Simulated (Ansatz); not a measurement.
## Cold compression of Se (diamond type)

```xyz
2
Lattice="0.0000 3.1110 3.1110 3.1110 0.0000 3.1110 3.1110 3.1110 0.0000" Properties=species:S:1:pos:R:3 pbc="T T T"
Se   -0.7777   -0.7777   -0.7777
Se    0.7777    0.7777    0.7777
```

The cell comes from a relaxation on PAW files under the same functional, begun from a prototype that needn't be the stable phase.

Its volume is scaled at fixed shape and fractional positions.

Level of theory: DFT with PBEsol, scalar-relativistic, in Ansatz 0.2.0; a Γ-centred 11×11×11 k mesh, Fermi–Dirac smearing of 0.08 eV, no spin polarisation. LAPW: all electrons, basis error target 1 meV/atom; PAW: frozen-core files, cutoff 420 eV; crystal datasets: all electrons, by PAW datasets that the program makes for each cell; norm-conserving: pseudopotentials, cutoff 1170 eV.

Energies are extrapolated to zero smearing and count from the unscaled cell; pressure is positive in compression; gaps take the mesh and a band path. No temperature or zero-point motion is included.

The PAW files were made under PBE. The structure type is held throughout; the real material can change phase at far lower pressure.

```tsv
V/V0	V (Å³/atom)	P LAPW (GPa)	ΔE LAPW (eV/atom)	P PAW − LAPW (GPa)	ΔE PAW − LAPW (meV/atom)
1.00	30.11	0.00	0.000	0.00	0.0
0.88	26.50	7.25	0.073	0.00	0.0
0.78	23.48	17.91	0.300	-0.01	0.0
0.68	20.47	?	?	?	?
0.58	17.46	68.8	1.747	-0.01	-0.2
0.50	15.05	117.3	3.110	-0.04	-0.5
0.43	12.95	191.5	5.096	-0.13	-1.5
```

Question: Fit the Vinet equation to the LAPW pressures shown (residuals weighted by 1/(|P| + 0.03·Pmax)), and predict the pressure of the withheld row.

Answer: The fit gives V0 = 30.13 Å³/atom, B0 = 42.1 GPa and B0′ = 4.38. At 20.47 Å³/atom, x = (V/V0)^(1/3) = 0.8792, and P = 3·B0·(1 − x)/x²·exp[1.5·(B0′ − 1)·(1 − x)] = 36.4 GPa. The run itself gave 36.3 GPa (+0.4 % off) and ΔE = 0.795 eV/atom.

Question: From the table, what is the rise of the enthalpy H = E + pV up to the last row, and how stiff is the crystal between the last two rows?

Answer: ΔH = 5.096 eV + (191.5 GPa × 12.95 Å³ − 0.00 GPa × 30.11 Å³) × 0.006242 eV/(GPa·Å³) = 20.57 eV/atom, of which pV makes 75 %. The mean bulk modulus there is −ΔP/Δln V = 492 GPa.

Question: At the smallest volume, how far do crystal datasets and norm-conserving lie from LAPW in pressure?

Answer: crystal datasets: -0.01 GPa; norm-conserving: -0.54 GPa, on a LAPW pressure of 191.5 GPa.
